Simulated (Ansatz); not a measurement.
One crystal and one scan (generalised stacking-fault energy along a line) at two levels, r2SCAN (plane waves to 500 eV, PAW, scalar-relativistic; Ansatz, a quantum-chemistry and plane-wave program) and PBE (plane waves to 420 eV, PAW, scalar-relativistic; Ansatz), each from its own relaxed cell and on its own mesh. The cell shown is that of r2SCAN.

LiF (rock salt) is sheared across one {100} plane: the third cell vector gains the shift, so faults repeat every 6.0 Å. The cut lies between planes 2.00 Å apart; the cell height is held.

```xyz
6
Lattice="2.8215 0.0000 0.0000 0.0000 2.8215 0.0000 1.4107 1.4107 5.9853" Properties=species:S:1:pos:R:3 pbc="T T T"
F      1.1756     1.1756     4.9877
F      1.1756     1.1756     0.9975
F      2.5864     2.5864     2.9926
Li     2.5864     2.5864     4.9877
Li     2.5864     2.5864     0.9975
Li     1.1756     1.1756     2.9926
```

In-plane vectors a = (2.821, 0.000) Å, b = (0.000, 2.821) Å, area 7.96 Å². The shift is s times the vector a (length 2.821 Å), so s = 1 restores the start. The shift is rigid: no atom relaxes. γ = [E(shift) − E(0)] / area.

Energies are extrapolated to zero smearing. LiF was relaxed with its symmetry unable to fall. Faults lie only 6.0 Å apart, and holding the cell height and the atoms raises γ above its relaxed value. Faults lie only 6.1 Å apart, and holding the cell height and the atoms raises γ above its relaxed value. Percentages come from the unrounded values. Both scans cover s from 0.000 to 0.917.

Results of r2SCAN:

| Quantity | Value |
|---|---|
| Lattice constant a (Å) | 3.990 |
| Band gap of the relaxed cell, no spin-orbit coupling (eV) | 10.33 |
| Highest computed γ on the line (mJ/m²) | 1473 |
| Position of the highest point | s = 0.500 |
| Local minima between the ends | no computed point is one |

**Question.** Estimate the PBE values.

**Answer.** 
```csv
quantity,PBE,r2SCAN − PBE
Lattice constant a (Å),4.068,-0.078 (-1.9 %)
"Band gap of the relaxed cell, no spin-orbit coupling (eV)",8.83,+1.50 (+17 %)
Highest computed γ on the line (mJ/m²),1335,+138 (+10 %)
```

r2SCAN gives the higher value for: band gap of the relaxed cell, no spin-orbit coupling; highest computed γ on the line. r2SCAN gives the lower value for: lattice constant a. Both give the same position of the highest point: s = 0.500. Neither level is exact: the differences show how much the result hangs on the functional.

(The slope of γ gives the shear force per area between the displaced halves; near zero shift its curvature is an elastic stiffness.)
